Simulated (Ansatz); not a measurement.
An Ansatz input and the part of its output that reports the observables at the nuclei.

The start is a COD entry.

```yaml
crystal:
  lattice:
    - [7.6272, 0.0, 0.0]
    - [-3.8136, 6.6053489597, 0.0]
    - [0.0, 0.0, 2.9182]
  atoms:
    - { symbol: Si, position: [0.1842, 0.7704, 0.25] }
    - { symbol: Si, position: [0.4138, 0.1842, 0.75] }
    - { symbol: Si, position: [0.2296, 0.4138, 0.25] }
    - { symbol: Si, position: [0.8158, 0.2296, 0.75] }
    - { symbol: Si, position: [0.5862, 0.8158, 0.25] }
    - { symbol: Si, position: [0.7704, 0.5862, 0.75] }
    - { symbol: "N", position: [0.3333333333, 0.6666666667, 0.25] }
    - { symbol: "N", position: [0.6666666667, 0.3333333333, 0.75] }
    - { symbol: "N", position: [0.3399, 0.0357, 0.25] }
    - { symbol: "N", position: [0.3042, 0.3399, 0.75] }
    - { symbol: "N", position: [0.9643, 0.3042, 0.25] }
    - { symbol: "N", position: [0.6601, 0.9643, 0.75] }
    - { symbol: "N", position: [0.6958, 0.6601, 0.25] }
    - { symbol: "N", position: [0.0357, 0.6958, 0.75] }
kpoints:
  mp_grid: { grid: [4, 4, 9] }
scf:
  occupations: { method: fermi_dirac, width: 0.02 }
hamiltonian:
  xc: pbe
  pseudopotentials: { kind: paw }
output:
  forces: true
  stress: true
  populations: true
  efg:
    quadrupole_moments_barn: { "N": 0.02044 }
    contact_densities: true
relax:
  f_tol: 0.02
  max_steps: 60
```

```sh
ansatz run input.yaml --threads 1 --pin off --max-ram 2560MiB --backend cpu --events-out ev --progress --plain --runs-dir out
```

The run relaxes the ions first, and the block belongs to the relaxed positions.

Of the output, the block on the nuclei alone is shown; the set-up, the SCF iterations, energies, forces and stress are cut. One atom of each set with nearly equal values is shown.

```
--- PAW observables at the nuclei: V_zz in 10²¹ V/m², potentials from the cell's mean, atoms counted from 1 ---
  atom   1  Si V_zz =    +0.967288   η = 0.4546   by run symmetry: allowed
            electrostatic potential = -1359.705062 V   contact ρ = 12804.235286 e/Å³
  atom   7  N  V_zz =    -4.978805   η = 0.0000   by run symmetry: allowed   C_q = -2.4607 MHz
            electrostatic potential = -516.279666 V   contact ρ = 1411.816017 e/Å³
  atom   9  N  V_zz =    -5.040917   η = 0.0764   by run symmetry: allowed   C_q = -2.4914 MHz
            electrostatic potential = -515.885680 V   contact ρ = 1411.751526 e/Å³
```
